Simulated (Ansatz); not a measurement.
A generator proposed this cell of LaLu2N3.

```cif
data_structure
_symmetry_space_group_name_H-M 'P 1'
_symmetry_Int_Tables_number 1
_cell_length_a 3.9953
_cell_length_b 3.9953
_cell_length_c 8.4141
_cell_angle_alpha 90.000
_cell_angle_beta 90.000
_cell_angle_gamma 120.000
_cell_volume 116.32
loop_
_atom_site_label
_atom_site_type_symbol
_atom_site_fract_x
_atom_site_fract_y
_atom_site_fract_z
_atom_site_occupancy
La1 La 0.66667 0.33333 0.00000 1
Lu1 Lu 0.33333 0.66667 0.24624 1
Lu2 Lu 0.33333 0.66667 0.75376 1
N1 N 0.66667 0.33333 0.50000 1
N2 N 0.00000 0.00000 0.00000 1
N3 N 0.00000 0.00000 0.50000 1
```

Theory: Ansatz, DFT PBE, scalar-relativistic, plane waves, PAW. Cutoff 420 eV; k points 6×6×2 on the computed 6-atom cell (Γ-centred); Gaussian smearing, width 0.10 eV; no spin polarisation.

Formation energies are uncorrected and refer to the elements' standard structures at the same level (N₂ as a molecule).

**Question.** Estimate its pressure, forces and energy as it stands.

**Answer.** The pressure is -3.5 GPa (the mean over three directions, positive in compression), the largest force is 4.36 eV/Å, and the energy is +1.24 eV/atom against the elements. The shortest distance is 2.31 Å.

**Question.** How much does it gain on relaxing, and where does it end?

**Answer.** Relaxing gains about 1.1 eV/atom (the start's value is from the coarse mesh, so the gain is rough) in 19 ionic steps and ends at +0.12 eV/atom on the finer mesh. The symmetry stays P-6m2 (No. 187). The volume per atom grows by 4.7 %, from 19.4 to 20.3 Å³. The shortest distance goes from 2.31 Å (La–N and N–N) to 2.20 Å (La–N and N–N). The ratio c/a of the conventional cell changes by a factor of 1.20. Conventional cell: a = 3.814 Å, c = 9.669 Å. La is surrounded by 3 N at 2.20 Å, 6 La at 3.81 Å and 6 Lu at 4.14 Å; around Lu lie 6 N at 2.57 Å, 1 Lu at 2.66 Å, 6 Lu at 3.81 Å, 3 La at 4.14 Å and 3 N at 4.14 Å; N on its first site is surrounded by 3 N at 2.20 Å and 6 Lu at 2.57 Å; 2 more sites not described.

The last run used a 12×12×4 mesh (in the run's order of axes) for its 6-atom cell and Gaussian smearing of 0.10 eV. The relaxation can't lower the symmetry of the start. A structure relaxed within its symmetry needn't be a true minimum. Another cell of LaLu2N3 relaxed alike, in P-4m2, lies 1.24 eV/atom lower, so this cell isn't the stable form at this level.
